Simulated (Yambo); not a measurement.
Yambo run on K2TiF6 (space group P-3m1, No. 164). The wavefunctions are LDA (pw.x of Quantum ESPRESSO, ONCV potentials, no spin-orbit coupling) ones on a 3×3×2 mesh (36 occupied bands); a = b = 5.685 Å, c = 4.590 Å, α = β = 90.00°, γ = 120.00°.

Yambo input:

```
rim_cut
gw0
dyson
el_el_corr
HF_and_locXC
ppa
em1d
RandQpts= 1000000
RandGvec= 1 Ry
EXXRLvcs= 84 Ry
VXCRLvcs= 336 Ry
Chimod= "HARTREE"
% BndsRnXp
 2 | 198 |
%
NGsBlkXp= 6 Ry
% LongDrXp
 1.0 | 1.0 | 1.0 |
%
PPAPntXp= 27.2114 eV
% GbndRnge
 1 | 198 |
%
GTermKind= "BG"
DysSolver= "n"
ExtendOut
% QPkrange
 1 | 1 | 36 | 37 |
%
```

k points by index: 1 = Γ.

Resulting energies as the program prints them:

```
#    K-point    Band    Eo [eV]    E [eV]    E-Eo [eV]    Vxc [eV]    Vnlxc [eV]    Sc|Eo [eV]    Sc|E [eV]    dSc/dw|Eo [eV]    Re(Z)    Im(Z)
#
    1    36    0.000000    -1.996485    -1.996485    -22.69493    -30.44668    5.249269    5.755258    -6.895894    0.797815    -0.001291
    1    37    4.930610    7.529659    2.599049    -21.24846    -12.96038    -5.015027    -5.689032    -7.055573    0.794091    -0.002662
```
(The two width columns are left out.) Convergence of these settings isn't established.

Geometry of the Materials Project entry, not relaxed at this level.
